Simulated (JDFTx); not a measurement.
An input for a modified build of JDFTx (Ti(0001), CANDLE, water, 1 M KF; bohr, hartree) and the course of its log:

```
lattice \
  5.5477258648 2.7738629324 0.0000000000 \
  0.0000000000 4.8044715411 0.0000000000 \
  0.0000000000 0.0000000000 43.4637008664
coords-type Lattice
ion Ti 0.6666666668 0.6666666668 -0.1513323910 0
ion Ti 0.0000000002 0.0000000002 -0.0504441300 0
ion Ti 0.6666666668 0.6666666668 0.0504441300 0
ion Ti 0.0000000002 0.0000000002 0.1513323910 0
ion-species pseudo/ti_pbe_v1.4.upf
elec-cutoff 20 100
elec-ex-corr gga-PBE
coulomb-interaction Slab 001
coulomb-truncation-embed 0 0 0
kpoint-folding 8 8 1
elec-smearing Fermi 0.01
elec-n-bands 34
target-mu -0.163167
electronic-scf nIterations 100 energyDiffThreshold 1e-07
fluid LinearPCM
pcm-variant CANDLE
fluid-solvent H2O
fluid-cation K+ 1
fluid-anion F- 1
fluid-minimize nIterations 400 knormThreshold 1e-11
wavefunction read f0.wfns
elec-initial-eigenvals f0.eigenvals
elec-initial-fillings read f0.fillings
fluid-initial-state f0.fluidState
dump-name f0_u0.$VAR
dump End State Ecomponents EigStats BandEigs Forces ElecDensity IonicPositions Fillings Kpoints Dtot FluidDebug BoundCharge FluidDensity
```

```
[one cycle in 5 is shown, and the last three; fluid-solver lines are left out]
	FillingsUpdate:  mu: -0.163167000  nElectrons: 44.590629
SCF: Cycle:  0   G: -219.796678241072925   dG: +5.597e+00   |Residual|: 2.280e-01   |deigs|: 3.157e-08
	FillingsUpdate:  mu: -0.163167000  nElectrons: 47.675077
SCF: Cycle:  5   G: -225.359520597793505   dG: -9.361e-02   |Residual|: 2.372e-02   |deigs|: 2.991e-03
	FillingsUpdate:  mu: -0.163167000  nElectrons: 47.624492
SCF: Cycle: 10   G: -225.349343859744607   dG: +3.922e-03   |Residual|: 1.918e-02   |deigs|: 5.999e-05
	FillingsUpdate:  mu: -0.163167000  nElectrons: 47.596162
SCF: Cycle: 15   G: -225.356006231730987   dG: +5.963e-03   |Residual|: 1.689e-02   |deigs|: 1.993e-04
	FillingsUpdate:  mu: -0.163167000  nElectrons: 47.924884
SCF: Cycle: 20   G: -225.390682624681318   dG: -1.345e-01   |Residual|: 6.702e-03   |deigs|: 3.142e-03
	FillingsUpdate:  mu: -0.163167000  nElectrons: 47.782974
SCF: Cycle: 25   G: -225.394512038876371   dG: -5.811e-02   |Residual|: 2.939e-03   |deigs|: 1.999e-03
	FillingsUpdate:  mu: -0.163167000  nElectrons: 47.673199
SCF: Cycle: 30   G: -225.395216697305045   dG: -1.869e-03   |Residual|: 1.393e-03   |deigs|: 4.158e-04
	FillingsUpdate:  mu: -0.163167000  nElectrons: 47.592251
SCF: Cycle: 35   G: -225.393106715673810   dG: +2.188e-03   |Residual|: 5.251e-03   |deigs|: 3.163e-04
	FillingsUpdate:  mu: -0.163167000  nElectrons: 47.654383
SCF: Cycle: 40   G: -225.395335577352313   dG: -2.926e-06   |Residual|: 1.343e-04   |deigs|: 2.400e-05
	FillingsUpdate:  mu: -0.163167000  nElectrons: 47.645955
SCF: Cycle: 45   G: -225.395328497780923   dG: -9.748e-05   |Residual|: 3.319e-04   |deigs|: 5.752e-05
	FillingsUpdate:  mu: -0.163167000  nElectrons: 47.643749
SCF: Cycle: 50   G: -225.395325021247913   dG: -3.962e-06   |Residual|: 3.801e-04   |deigs|: 1.326e-05
	FillingsUpdate:  mu: -0.163167000  nElectrons: 47.646224
SCF: Cycle: 55   G: -225.395329954387989   dG: -1.516e-06   |Residual|: 2.854e-04   |deigs|: 6.375e-06
	FillingsUpdate:  mu: -0.163167000  nElectrons: 47.643252
SCF: Cycle: 60   G: -225.395337529076130   dG: +6.789e-07   |Residual|: 1.448e-04   |deigs|: 1.815e-05
	FillingsUpdate:  mu: -0.163167000  nElectrons: 47.634606
SCF: Cycle: 65   G: -225.395301971132994   dG: +3.670e-05   |Residual|: 6.299e-04   |deigs|: 4.654e-05
	FillingsUpdate:  mu: -0.163167000  nElectrons: 47.641537
SCF: Cycle: 70   G: -225.395335918767131   dG: +1.455e-06   |Residual|: 1.703e-04   |deigs|: 5.713e-06
	FillingsUpdate:  mu: -0.163167000  nElectrons: 47.643646
SCF: Cycle: 75   G: -225.395338608066851   dG: -5.885e-07   |Residual|: 4.250e-05   |deigs|: 3.612e-06
	FillingsUpdate:  mu: -0.163167000  nElectrons: 47.639764
SCF: Cycle: 80   G: -225.395331759305861   dG: +5.862e-06   |Residual|: 2.956e-04   |deigs|: 1.658e-05
	FillingsUpdate:  mu: -0.163167000  nElectrons: 47.640391
SCF: Cycle: 85   G: -225.395333904143428   dG: +8.365e-07   |Residual|: 2.420e-04   |deigs|: 1.661e-06
	FillingsUpdate:  mu: -0.163167000  nElectrons: 47.644234
SCF: Cycle: 90   G: -225.395338177763733   dG: +3.342e-07   |Residual|: 7.948e-05   |deigs|: 9.331e-06
	FillingsUpdate:  mu: -0.163167000  nElectrons: 47.641731
SCF: Cycle: 95   G: -225.395337513251491   dG: +2.443e-07   |Residual|: 1.394e-04   |deigs|: 2.201e-06
	FillingsUpdate:  mu: -0.163167000  nElectrons: 47.642505
SCF: Cycle: 97   G: -225.395338363634124   dG: -3.427e-07   |Residual|: 7.681e-05   |deigs|: 2.365e-06
	FillingsUpdate:  mu: -0.163167000  nElectrons: 47.642368
SCF: Cycle: 98   G: -225.395338213679224   dG: +1.500e-07   |Residual|: 8.741e-05   |deigs|: 1.095e-06
	FillingsUpdate:  mu: -0.163167000  nElectrons: 47.642671
SCF: Cycle: 99   G: -225.395338545337125   dG: -3.317e-07   |Residual|: 7.294e-05   |deigs|: 2.558e-06
SCF: None of the convergence criteria satisfied after 100 iterations.
IonicMinimize: Iter:   0  G: -225.395338545337125  |grad|_K:  0.000e+00
IonicMinimize: Converged (|grad|_K<1.000000e-04).
```

This run gave no converged result. The loop ran out of cycles short of its threshold. It has stalled and not diverged: the last ten energies span 2e-06 Ha, so the total is near its end, but levels, forces and the electron count aren't shown converged.
